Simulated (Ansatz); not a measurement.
**Does this entry for Sr4Al6WO16 lie near equilibrium?**

The cell is an entry of the Crystallography Open Database (COD), atoms as given.

Space group I-43m (No. 217); a = 9.4200 Å.

```
site  Wyckoff  site symmetry       x       y       z
  Sr       8c            .3m  0.2400  0.2400  0.2400
  Al      12d           -4..  0.2500  0.5000  0.0000
   W       2a           -43m  0.0000  0.0000  0.0000
 O12      24g            ..m  0.1400  0.4500  0.1400
 O24       8c            .3m  0.3800  0.3800  0.3800
```

One atom of each set is listed; the run and its k-mesh use a cell of 27 atoms with edges of 8.16, 8.16, 8.16 Å.

Computed with Ansatz: DFT, PBE, plane waves and PAW, scalar-relativistic, 420 eV cutoff, Γ-centred 4×4×4 k-points, Fermi–Dirac smearing 0.02 eV.

Question: Do the atoms and the cell lie near the calculated equilibrium?

Answer: No. The largest force is 6.4 eV/Å, on atom 26 (O: 1 W at 1.96 Å, 1 Sr at 2.28 Å, angle 180°), and the pressure is 1.5 GPa. Such values can come from imprecise or misplaced coordinates, missing atoms or a wrong setting of the space group; the run alone doesn't tell which, and gradients calculated on this entry can't be taken for those of the compound at ambient conditions.
